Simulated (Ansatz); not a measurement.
Space group I4/mmm (No. 139). a = 3.844 Å, b = 3.844 Å, c = 10.231 Å, α = 90.00°, β = 90.00°, γ = 90.00°
```json
{"atom": "Y", "site": "2a", "symmetry": "4/mmm", "x": "0.0000", "y": "0.0000", "z": "0.0000"}
{"atom": "Mn", "site": "4d", "symmetry": "-4m2", "x": "0.0000", "y": "0.5000", "z": "0.2500"}
{"atom": "Si", "site": "4e", "symmetry": "4mm", "x": "0.0000", "y": "0.0000", "z": "0.3794"}
```

Equation of state of this YMn2Si2 structure (not necessarily the ground state), with shape and atoms relaxed at each volume where symmetry leaves them free. It has no gap at any of these volumes. Theory: DFT PBEsol, scalar-relativistic, plane waves, PAW in Ansatz 0.2.0.

Settings: cutoff 420 eV, Γ-centred mesh 12×12×12 on the computed 5-atom cell, Gaussian smearing of 0.10 eV; collinear spin.

| V (Å³/atom) | E − E(largest V) (meV/atom) | P (GPa) |
| --- | --- | --- |
| 14.210 | 5.00 | 10.21 |
| 14.664 | -15.76 | 4.67 |
| 15.117 | -22.05 | -0.01 |
| 15.571 | -16.15 | -3.96 |
| 16.024 | 0.00 | -7.27 |

Fit a third-order Birch–Murnaghan equation to E(V).

V0 = 15.11 Å³/atom, B0 = 143 GPa, B0' = 4.7.

Only parallel moments were tried here.